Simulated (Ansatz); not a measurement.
Ge:
```cif
data_Ge4
_chemical_formula_sum 'Ge4'
_space_group_name_H-M_alt 'P 1'
_space_group_IT_number 1
_cell_length_a 3.99575
_cell_length_b 3.99575
_cell_length_c 6.59877
_cell_angle_alpha 90.000
_cell_angle_beta 90.000
_cell_angle_gamma 120.000
loop_
_space_group_symop_operation_xyz
  'x, y, z'
loop_
_atom_site_label
_atom_site_type_symbol
_atom_site_fract_x
_atom_site_fract_y
_atom_site_fract_z
_atom_site_occupancy
Ge1 Ge 0.66667 0.33333 0.06295 1
Ge2 Ge 0.33333 0.66667 0.93705 1
Ge3 Ge 0.33333 0.66667 0.56295 1
Ge4 Ge 0.66667 0.33333 0.43705 1
```

This is the r²SCAN-relaxed structure.

### Question
All from plane-wave PAW r²SCAN (Ansatz code), unless another level is named. Predict the Poisson's ratio.

### Answer
0.19.

### Question
And the highest zone-centre frequency?

### Answer
297 cm^-1.

Space group P6_3/mmc. The first step of the workflow began from a Materials Project structure, measured or hypothetical; the Crystallography Open Database copy checked does not list it. It is not the phase usual at ambient conditions (space group No. 227). The cell was relaxed with r²SCAN under the symmetry of its start; of distortions, only those at the zone centre were tested.

Potentials: the later of the program's two PAW sets.
